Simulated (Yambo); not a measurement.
## Mg2FeH6: lowest vertical excitons

```
Mg2FeH6
1.0
    0.00000     3.17753     3.17753
    3.17753     0.00000     3.17753
    3.17753     3.17753     0.00000
H Mg Fe
6 2 1
Direct
  0.75703   0.24297   0.75703
  0.24297   0.75703   0.24297
  0.75703   0.24297   0.24297
  0.24297   0.75703   0.75703
  0.75703   0.75703   0.24297
  0.24297   0.24297   0.75703
  0.25000   0.25000   0.25000
  0.75000   0.75000   0.75000
  0.00000   0.00000   0.00000
```

The geometry is that of Materials Project entry mp-23804, symmetrised and not relaxed again.

BSE in Yambo on LDA (Quantum ESPRESSO, PseudoDojo norm-conserving, 90 Ry, scalar-relativistic) bands: 8×8×8 mesh, 6 valence and 3 conduction bands, static screening with 43 bands and a 3 Ry block, scissor 1.09 eV, Tamm-Dancoff; field along x.

| state | energy (eV) | states within 2 meV | relative strength | class | main transitions |
|---|---|---|---|---|---|
| 1 | 2.27 | 3 | 0.02 | dark | several band pairs |
| 2 | 2.53 | 3 | 0.08 | dark | several band pairs |
| 3 | 2.64 | 3 | 0.14 | dark | several band pairs |
| 4 | 2.68 | 3 | 0.07 | dark | several band pairs |
| 5 | 2.72 | 6 | 1.00 | weak | several band pairs |
| 6 | 2.78 | 3 | < 0.01 | dark | several band pairs |

These are vertical excitations (zero momentum). The direct quasiparticle gap on this mesh is 2.80 eV; counted from there, state 1 is bound by 0.53 eV. On a 6×6×6 mesh the same difference is 0.53 eV.

Spin singlets only. Strengths are relative to the strongest of the lowest states of this run; strong means a line over 3 % of the spectrum's maximum, dark under 0.03 %. Absolute energies carry the error of the G0W0 scissor, whose convergence isn't established.

The runs are not spin-polarised; magnetic order was not tried.
